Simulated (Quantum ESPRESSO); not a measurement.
Ga3MgSP3, convergence and cost over cutoff and k mesh

A calculation, not a measurement. The program is pw.x of Quantum ESPRESSO 7.5 (plane-wave density functional theory). The cell is made up: 8 atoms on a zincblende/diamond lattice, with randomly drawn elements, strain and displacements, not relaxed. PseudoDojo standard norm-conserving files (v0.5 for PBE, v0.4.1 for LDA and PBEsol) set the functional; there is no spin polarisation, spin-orbit coupling or dispersion term, and the masses in the input are unused placeholders.

Input of the run in row 4:

```
&control calculation='scf', pseudo_dir='./dojo.nc.sr.pbe.v0_5.standard.upf', outdir='./o', disk_io='medium', tprnfor=.true., tstress=.true. /
&system ibrav=0, nat=8, ntyp=4, nbnd=41, ecutwfc=84.00895049, nosym=.true., tot_charge=0,
 occupations='smearing', smearing='fd', degauss=0.0018374661
/
&electrons conv_thr=7.350e-09, electron_maxstep=60, /
ATOMIC_SPECIES
Ga 1.0 Ga.upf
Mg 1.0 Mg.upf
P 1.0 P.upf
S 1.0 S.upf
CELL_PARAMETERS angstrom
5.3652 0.0187 -0.0184
0.0187 5.3303 -0.0471
-0.0184 -0.0471 5.4604
ATOMIC_POSITIONS angstrom
Ga -0.0123 0.0182 0.0571
Mg -0.0322 2.6576 2.7336
Ga 2.6018 -0.0387 2.7159
Ga 2.6325 2.6432 -0.1128
S 1.3005 1.428 1.2962
P 1.3056 3.9841 4.0356
P 4.0455 1.3618 4.1035
P 4.1019 4.0507 1.3567
K_POINTS automatic
4 4 4 1 1 1
```

The same cell was run at these settings. Meshes are shifted by half a step, and differences are from the last row, which is itself not exact.

| cutoff (eV) | k mesh | k points solved | threshold (eV) | free energy less the last row's (eV) | pressure (GPa) | largest stress difference (GPa) | largest force difference (eV/Å) | iterations | wall time (s) | k-point pools | processor |
| --- | --- | --- | --- | --- | --- | --- | --- | --- | --- | --- | --- |
| 800 | 2 x 2 x 2 | 4 | 1e-04 | 3.608 | -21.41 | 31.30 | 0.044 | 7 | 46 | 1 | AMD EPYC, Zen 5 class |
| 1143 | 1 x 1 x 1 | 1 | 1e-07 | 7.669 | 16.80 | 7.78 | 0.387 | 11 | 40 | 1 | AMD EPYC, Zen 5 class |
| 854 | 4 x 4 x 4 | 32 | 1e-07 | 1.166 | -3.77 | 13.49 | 0.006 | 10 | 288 | 1 | AMD EPYC, Zen 5 class |
| 1143 | 4 x 4 x 4 | 32 | 1e-07 | 0.007 | 9.70 | 0.00 | 0.003 | 10 | 432 | 1 | AMD EPYC, Zen 5 class |
| 1437 | 6 x 6 x 6 | 108 | 1e-07 | 0.000 | 9.69 | 0.00 | 0.000 | 10 | 2101 | 1 | AMD EPYC, Zen 5 class |

Each pool is one process. Wall times include start-up and a band step at six k points, which weighs most on the coarsest meshes. The runs were on shared virtual cores whose load varied, so times are rough.